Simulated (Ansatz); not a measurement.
CdSiN$_{2}$:
```cif
data_Cd3N6Si3
_chemical_formula_sum 'Cd3 Si3 N6'
_space_group_name_H-M_alt 'R-3m :H'
_space_group_IT_number 166
_space_group_name_Hall '-R 3 2"'
_cell_length_a 2.89776
_cell_length_b 2.89776
_cell_length_c 17.89797
_cell_angle_alpha 90.000
_cell_angle_beta 90.000
_cell_angle_gamma 120.000
loop_
_atom_site_label
_atom_site_type_symbol
_atom_site_symmetry_multiplicity
_atom_site_Wyckoff_symbol
_atom_site_fract_x
_atom_site_fract_y
_atom_site_fract_z
_atom_site_occupancy
Cd1 Cd 3 b 0.00000 0.00000 0.50000 1
Si1 Si 3 a 0.00000 0.00000 0.00000 1
N1 N 6 c 0.00000 0.00000 0.38543 1
```
(The calculation used a cell of 4 atoms; values per cell refer to that cell.)

Relaxed with r²SCAN+D4. Plane-wave PAW r²SCAN+D4 (Ansatz code) gives a gap of 0.36 eV.

Problem. What gap does HSE06 give on the same cell (Ansatz, PAW)?

Solution. 0.86 eV, 0.50 eV more. The hybrid was solved on a coarser mesh and at special points; the gap given is the minimum over both.

```json
[
 {"k": "Γ", "v1 r²SCAN+D4": "-0.37", "c1 r²SCAN+D4": "1.26", "v1 HSE06": "-0.40", "c1 HSE06": "2.04"},
 {"k": "T", "v1 r²SCAN+D4": "-0.17", "c1 r²SCAN+D4": "3.64", "v1 HSE06": "[?]", "c1 HSE06": "[?]"},
 {"k": "L", "v1 r²SCAN+D4": "-0.67", "c1 r²SCAN+D4": "0.36", "v1 HSE06": "-0.69", "c1 HSE06": "0.86"},
 {"k": "F", "v1 r²SCAN+D4": "-0.34", "c1 r²SCAN+D4": "0.99", "v1 HSE06": "[?]", "c1 HSE06": "[?]"},
 {"k": "S0", "v1 r²SCAN+D4": "-1.03", "c1 r²SCAN+D4": "3.57", "v1 HSE06": "[?]", "c1 HSE06": "[?]"},
 {"k": "H0", "v1 r²SCAN+D4": "-0.97", "c1 r²SCAN+D4": "3.35", "v1 HSE06": "[?]", "c1 HSE06": "[?]"}
]
```

Problem. Top valence (v1) and lowest conduction level (c1) in eV from each method's valence maximum (which need not be a listed point): supply the withheld HSE06 values.

Solution. 
- H0, v1 HSE06: -0.87
- H0, c1 HSE06: 4.00
- F, v1 HSE06: -0.35
- F, c1 HSE06: 1.54
- S0, v1 HSE06: -0.93
- S0, c1 HSE06: 4.22
- T, v1 HSE06: -0.20
- T, c1 HSE06: 4.57

Cost on shared cores: the r²SCAN+D4 run (SCF on a 11×11×11 mesh, then bands and DOS) very roughly 50 core-seconds, the HSE06 run (SCF on 8×8×8, then a few points) about 5 core-minutes (a rough figure); the tasks are unlike.

The start of the workflow was typed in or built on a structure type; neither database checked (COD, Materials Project) lists it. Whether it is the stable phase at ambient conditions was not checked. The cell was relaxed with r²SCAN+D4 under the symmetry of its start; whether a distortion lowers the energy is not shown. The volume moved by -44 % from the start of the relaxation. Scalar-relativistic: spin–orbit coupling is off unless named, which matters more the heavier the elements.

Potentials: the earlier of the program's two PAW sets.
